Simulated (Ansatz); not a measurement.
The elements of this relaxed trial crystal are hidden behind letters.

```
lattice vectors (Å)
   3.3756   -3.3811    0.0000
   3.3756    3.3811    0.0000
   0.0000    0.0000    6.3607
fractional positions
X 0.5000 0.5000 0.0000
Z 0.5000 0.5000 0.5000
Z 0.0000 0.0000 0.7547
Z 0.0000 0.0000 0.2453
Q 0.2031 0.2031 0.0000
Q 0.1938 0.1938 0.5000
Q 0.7969 0.7969 0.0000
Q 0.8062 0.8062 0.5000
Q 0.6896 0.3104 0.7616
Q 0.6896 0.3104 0.2384
Q 0.3104 0.6896 0.7616
Q 0.3104 0.6896 0.2384
```

Computed with DFT PBE, scalar-relativistic, plane waves, PAW (Ansatz 0.2.0). Cutoff 420 eV, Γ-centred 6×6×4 mesh (12-atom cell), Gaussian smearing of 0.02 eV, no spin polarisation.

```
Space group                               : Cmmm (No. 65)
Conventional cell                         : a = 6.751 Å, b = 6.762 Å, c = 6.361 Å
Volume per atom                           : 12.10 Å³
Density                                   : 6.08 g/cm³
Energy over the elements                  : −1.941 eV/atom
Gap on the 6×6×4 mesh of the 12-atom cell : 1.76 eV
```

Energies are uncorrected and count from the elements' standard states at the same level.

**Question.** X is a d-block element of period 4, Z is a p-block element of period 5 and Q is a p-block element of period 2. Which elements are they?

**Answer.** X = Ti, Z = Sn, Q = O, so the formula is TiSn3O8. Density times volume gives a mean mass of 6.08 × 12.10/1.6605 = 44.3 u per atom, and this set has 44.3 u. Around Ti lie 6 O at 1.99–2.00 Å and 2 Sn at 3.18 Å; Sn on a site of symmetry mmm has 6 O at 2.07–2.10 Å and 2 Ti at 3.18 Å; around O on a site of symmetry 2mm lie 1 Ti at 2.00 Å and 2 Sn at 2.08 Å; 3 more sites not described. Other sets within the hints have nearly the same mass, so mass alone doesn't settle it; this one was computed.

Kohn–Sham gaps at this level usually fall short of measured ones. A later test with randomly moved atoms came back to the same energy, though modes that don't fit the test's cell weren't probed.
